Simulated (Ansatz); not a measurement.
## Slab of bcc Mo (111), 5 layers

The slab is cut from the bcc crystal, the stable phase, as relaxed on PAW files (15.79 Å³/atom), with 16 Å of vacuum and a dipole correction:

```yaml
crystal:
  lattice:
    - [4.47010, 0.00000, 0.00000]
    - [-2.23505, 3.87122, 0.00000]
    - [0.00000, 0.00000, 19.64980]
  atoms:
    - { symbol: Mo, position: [0.83333, 0.16667, 0.40713] }
    - { symbol: Mo, position: [0.16667, 0.83333, 0.45356] }
    - { symbol: Mo, position: [0.50000, 0.50000, 0.50000] }
    - { symbol: Mo, position: [0.83333, 0.16667, 0.54644] }
    - { symbol: Mo, position: [0.16667, 0.83333, 0.59287] }
```

Computed with Ansatz 0.2.0; functional PBE, scalar-relativistic. Settings: a Γ-centred 10×10×1 k mesh, Fermi–Dirac smearing of 0.1 eV, no spin polarisation. Methods: LAPW: all electrons, basis error target 1 meV/atom; PAW: frozen-core files, cutoff 420 eV.

The bulk energy comes from a cell in the slab's orientation on a 10×10×13 mesh. The surface energy is (E(slab) − N·E(bulk))/2A at zero smearing, the mean of both faces; thin slabs carry quantum-size effects.

Problem. As cut, the LAPW slab lies 7.420 eV above 5 atoms of bulk. What surface energy is that?

Solution. Over two faces of 17.30 Å² it is 214.4 meV/Å², and times 16.02 J/m² per eV/Å² that gives γ = 3.435 J/m².

Problem. What do relaxation and the other method give, and what work function comes out?

Solution. 

| method | γ as cut (J/m²) | γ relaxed (J/m²) | Φ as cut (eV) |
| --- | --- | --- | --- |
| LAPW | 3.435 | 2.986 | 3.73 |
| PAW | 3.434 | 2.985 | 3.73 |

Problem. How do the spacings between the planes relax?

Solution. From the bottom face up: d12 -21.1 % of 0.912 Å, d23 -7.8 % of 0.912 Å, d34 -7.8 % of 0.912 Å, d45 -21.1 % of 0.912 Å.

Problem. Where do the band edges lie?

Solution. On the k mesh: gap 0.05 eV, valence top 3.91 eV below the vacuum level.

Problem. What changes if the images along the normal are cut off in place of the dipole correction?

Solution. LAPW then gives: gap 0.05 eV, valence top 3.91 eV below the vacuum level; PAW: gap 0.05 eV, valence top 3.91 eV below the vacuum level.

Problem. A 3d core hole is made on one atom of each kind in every 1×1 cell (PAW hole dataset, neutral cell, valence without spin). What does it cost by layer?

Solution. layer 1 226.86 eV, layer 2 227.07 eV, layer 3 227.27 eV. Shifts between layers mean more than the absolute values, and a whole layer of holes screens otherwise than one hole.
